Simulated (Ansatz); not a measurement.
HfTeSe in space group P3m1 (No. 156; Hf on 1a, Te on 1c, Se on 1b), plane-wave PAW r²SCAN+D4 (Ansatz code), all energies at zero smearing, with the estimated change up to a 700 eV cutoff added, with one set of potentials and settings (totals compare only within such a set). Cell of 3 atoms (1 Hf, 1 Te, 1 Se): -28210.137 eV.

| element | reference phase | E (eV/atom) |
|---|---|---|
| Hf | P6_3/mmc, 2 atoms in the cell | -15733.1270 |
| Te | P3_121, 3 atoms in the cell | -6994.9777 |
| Se | P3_121, 3 atoms in the cell | -5478.2513 |

Formation energy per atom, worked out: (-28210.137 − 1×(-15733.1270) − 1×(-6994.9777) − 1×(-5478.2513))/3 = -1.260 eV/atom (-122 kJ per mol of atoms), at 0 K, without zero-point energy or fitted corrections.

The workflow started from a Materials Project entry (that database holds measured and hypothetical structures alike); the Crystallography Open Database copy checked does not list it. Its standing as an ambient phase is unchecked. The r²SCAN+D4 relaxation kept the symmetry of its start; whether a distortion lowers the energy is not shown. No spin polarisation was allowed. The references are the lowest solids computed at this level, not always the standard phases. Spin–orbit coupling is left out wherever it is not named.

Potentials: the later of the program's two PAW sets.
